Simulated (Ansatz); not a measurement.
HfC (zinc blende, F-43m), r²SCAN (plane waves, PAW; program Ansatz). The conduction-band minimum lies at W, with 6 equivalent valleys. Second derivatives d²E/dk² of the lowest band at one valley (eV·Å²), along Cartesian directions:

| direction | d²E/dk² |
|---|---|
| [100] | 22.33 |
| [010] | 2.412 |
| [001] | 22.33 |
| [110] | 12.37 |
| [101] | 22.33 |
| [011] | 12.37 |

Find the principal effective masses, the density-of-states mass and the conductivity mass.

Off-diagonal terms follow from H_xy = H[110] − (H_xx + H_yy)/2, and m*/mₑ = 7.620 eV·Å² over each eigenvalue: 0.34, 0.34, 3.2. One valley's DOS mass (m₁m₂m₃)^(1/3) = 0.72, conductivity mass 3/(Σ 1/mᵢ) = 0.49 mₑ.

What effective density of states Nc follows at 300 K for parabolic valleys?

Nc = 2.509e19 × 6 × (0.72)^(3/2) ≈ 9.2e19 cm⁻³.

The start of the workflow was typed in or built on a structure type; neither database checked (COD, Materials Project) lists it. It is not the phase usual at ambient conditions (space group No. 225). The cell was relaxed with r²SCAN under the symmetry of its start; its stability against distortions is not shown here. No spin polarisation was allowed. Scalar-relativistic: spin–orbit coupling is off unless named, which matters more the heavier the elements.

Potentials: the earlier of the program's two PAW sets.

Edges and masses are those of Kohn–Sham bands, whose gap is no quasiparticle gap.
